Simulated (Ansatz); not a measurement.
Name crystals whose computed values (DFT-r²SCAN in the program Ansatz with PAW potentials) fall in these windows: electron conductivity mass (mₑ) 8.7 to 12; HSE06 gap (eV) 3.5 to 4.9.



```csv
crystal,electron conductivity mass (mₑ),HSE06 gap (eV)
"Cs2WO2F4, C2/m (Cs on 4i, W on 2a, O on 4i, F on 8j)",11,4.17
```
Others may fit too.

Standing as an ambient phase not checked: Cs2WO2F4, C2/m (Cs on 4i, W on 2a, O on 4i, F on 8j). The cell was relaxed under the symmetry of its start. Rows with no word on spin ran without spin polarisation. Scalar-relativistic: spin–orbit coupling is off unless named, which matters more the heavier the elements.

Potentials: the later of the program's two PAW sets.
